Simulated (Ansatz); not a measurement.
# What DFT gives for NbSb$_{3}$

```
Sb Nb
1.0
     0.00000    4.34997    0.00000
     4.34997    0.00000    0.00000
     2.17499    2.17499   -4.99158
Sb Nb
3 1
Direct
  0.50000 0.50000 0.00000
  0.75000 0.25000 0.50000
  0.25000 0.75000 0.50000
  0.00000 0.00000 0.00000
```

Single point in Ansatz 0.2.0 with PBE, no spin polarisation. Cutoff 420 eV, PAW datasets, 9×9×9 Γ-centred k mesh, fermi-dirac filling (width 0.1 eV).

(1) What is the formation energy?

(2) Which element gives electrons and which takes them?

(3) What happens at the Fermi level?

(4) What do density and ELF say about some of the short contacts?

Origin: a known structure type with other elements, at an estimated volume, so it need not be a known compound.

Results:

(1) 0.40 eV an atom against the elements' usual phases (free molecules for gases, crystals otherwise, with no correction for O₂ or N₂), so at this geometry it isn't bound against them. Relaxing would lower it.

(2) Bader charges in e: Nb +0.80, Sb -0.48 to -0.16. In the mean Nb gives up most and Sb takes most.

(3) It is a metal, with about 4.1 states/eV a cell as the mean within 0.25 eV of the Fermi level, mostly Nb d (61 %) and Sb p (26 %).

(4) Sb–Sb at 3.08 Å: least valence density 0.24 e/Å³ and ELF 0.40 there. Sb–Nb at 3.08 Å: least valence density 0.23 e/Å³ and ELF 0.35 there. Both are smooth PAW fields, read partly inside the augmentation spheres.
